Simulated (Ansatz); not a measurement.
GaAs (zinc blende)

```
CELL_PARAMETERS angstrom
      0.00000     2.87279     2.87279
      2.87279     0.00000     2.87279
      2.87279     2.87279     0.00000
ATOMIC_POSITIONS crystal
  As 0.75000 0.75000 0.75000
  Ga 0.00000 0.00000 0.00000
```

This relaxed cell (volume V₀) is scaled evenly in all directions, its shape held. Symmetry pins the atoms to their sites.

Level of theory: PBE (plane waves to 420 eV, PAW, scalar-relativistic; Ansatz, a quantum-chemistry and plane-wave program). k mesh 10×10×10 (Γ-centred), Fermi-Dirac smearing 0.05 eV. The energy includes the smearing's −TS. Stress and pressure are positive under compression. GaAs was relaxed with its symmetry unable to fall. The zero of ΔE is the relaxed starting cell.

```json
[
 {"V (Å³/atom)": "21.338", "ΔE (meV/atom)": "54.8"},
 {"V (Å³/atom)": "21.733", "ΔE (meV/atom)": "36.8"},
 {"V (Å³/atom)": "22.128", "ΔE (meV/atom)": "22.7"},
 {"V (Å³/atom)": "22.524", "ΔE (meV/atom)": "12.3"},
 {"V (Å³/atom)": "22.919", "ΔE (meV/atom)": "5.3"},
 {"V (Å³/atom)": "23.314", "ΔE (meV/atom)": "1.3"},
 {"V (Å³/atom)": "23.709", "ΔE (meV/atom)": "0.0"},
 {"V (Å³/atom)": "24.104", "ΔE (meV/atom)": "1.2"},
 {"V (Å³/atom)": "24.499", "ΔE (meV/atom)": "4.6"},
 {"V (Å³/atom)": "24.894", "ΔE (meV/atom)": "10.1"},
 {"V (Å³/atom)": "25.290", "ΔE (meV/atom)": "17.5"},
 {"V (Å³/atom)": "25.685", "ΔE (meV/atom)": "withheld"},
 {"V (Å³/atom)": "26.080", "ΔE (meV/atom)": "37.1"}
]
```

Problem. Fit a third-order Birch-Murnaghan form (E₀, V₀, B₀, B₀′ free) to the given rows and predict ΔE at V = 25.685.

Solution. Least squares on the 12 given rows: ΔE = E₀ + (9V₀B₀/16)·y²·[2 + (B₀′ − 4)y], y = (V₀/V)^(2/3) − 1, with V₀ = 23.710 Å³/atom, B₀ = 60.36 GPa (160.2 GPa = 1 eV/Å³; the term in eV is multiplied by 1000), B₀′ = 4.80, E₀ = -0.01 meV/atom; root-mean-square residual 0.03 meV/atom. At 25.685 the fit gives 26.5 meV/atom; the calculation gives 26.5 meV/atom, the same to the digits shown. For the pressure the fit gives -3.99 GPa against the computed -4.00 GPa.

(Under strain, the slope of the energy per volume gives the stress and its curvature an elastic modulus.)
